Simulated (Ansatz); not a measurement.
Relaxed Mo$_{2}$C (space group Pbcn):

```
CELL_PARAMETERS angstrom
      4.67985     0.00000     0.00000
      0.00000     5.97905     0.00000
      0.00000     0.00000     5.15003
ATOMIC_POSITIONS crystal
  Mo 0.24551 0.87756 0.07966
  Mo 0.75449 0.12244 0.92034
  Mo 0.25449 0.62244 0.57966
  Mo 0.74551 0.37756 0.42034
  Mo 0.74551 0.62244 0.92034
  Mo 0.25449 0.37756 0.07966
  Mo 0.75449 0.87756 0.42034
  Mo 0.24551 0.12244 0.57966
  C  0.50000 0.87729 0.75000
  C  0.50000 0.12271 0.25000
  C  0.00000 0.62271 0.25000
  C  0.00000 0.37729 0.75000
```

The atoms are displaced by Q × the pattern below (from a DFPT mode at Γ, largest move 1; Q in Å), at fixed cell.

```tsv
atom	x	y	z
Mo1	-0.008	0.002	0.035
Mo2	0.008	-0.002	-0.035
Mo3	-0.008	0.002	-0.035
Mo4	0.008	-0.002	0.035
Mo5	0.008	0.002	0.035
Mo6	-0.008	-0.002	-0.035
Mo7	0.008	0.002	-0.035
Mo8	-0.008	-0.002	0.035
C9	0.000	1.000	0.000
C10	0.000	-1.000	0.000
C11	0.000	1.000	0.000
C12	0.000	-1.000	0.000
```

All values below come from LDA (plane waves to 420 eV, PAW, scalar-relativistic; Ansatz, a program for electronic structure). k mesh 8×7×7 (Γ-centred), Fermi-Dirac smearing 0.05 eV. With partly filled bands, energies and forces of such displacements shift with the k mesh and the smearing. Mo2C is run without spin polarisation. Mo2C was relaxed with its symmetry unable to fall.

At one point of the scan the forces (eV/Å) are:

```json
[
 {"atom": "Mo1", "Fx": "0.151", "Fy": "-0.016", "Fz": "-1.048"},
 {"atom": "Mo2", "Fx": "-0.151", "Fy": "0.016", "Fz": "1.048"},
 {"atom": "Mo3", "Fx": "0.215", "Fy": "-0.104", "Fz": "0.730"},
 {"atom": "Mo4", "Fx": "-0.215", "Fy": "0.104", "Fz": "-0.730"},
 {"atom": "Mo5", "Fx": "-0.215", "Fy": "-0.104", "Fz": "-0.730"},
 {"atom": "Mo6", "Fx": "0.215", "Fy": "0.104", "Fz": "0.730"},
 {"atom": "Mo7", "Fx": "-0.151", "Fy": "-0.016", "Fz": "1.048"},
 {"atom": "Mo8", "Fx": "0.151", "Fy": "0.016", "Fz": "-1.048"},
 {"atom": "C9", "Fx": "0.000", "Fy": "-3.043", "Fz": "0.000"},
 {"atom": "C10", "Fx": "0.000", "Fy": "3.043", "Fz": "0.000"},
 {"atom": "C11", "Fx": "0.000", "Fy": "-3.062", "Fz": "0.000"},
 {"atom": "C12", "Fx": "0.000", "Fy": "3.062", "Fz": "0.000"}
]
```

Which point is it?
A. Q = 0.047 Å
B. Q = 0.187 Å
C. Q = 0.140 Å
D. Q = 0.093 Å

C, Q = 0.140 Å

(A displaced cell: forces are minus the slopes of the energy, force constants its curvatures, and phonons follow from these.)
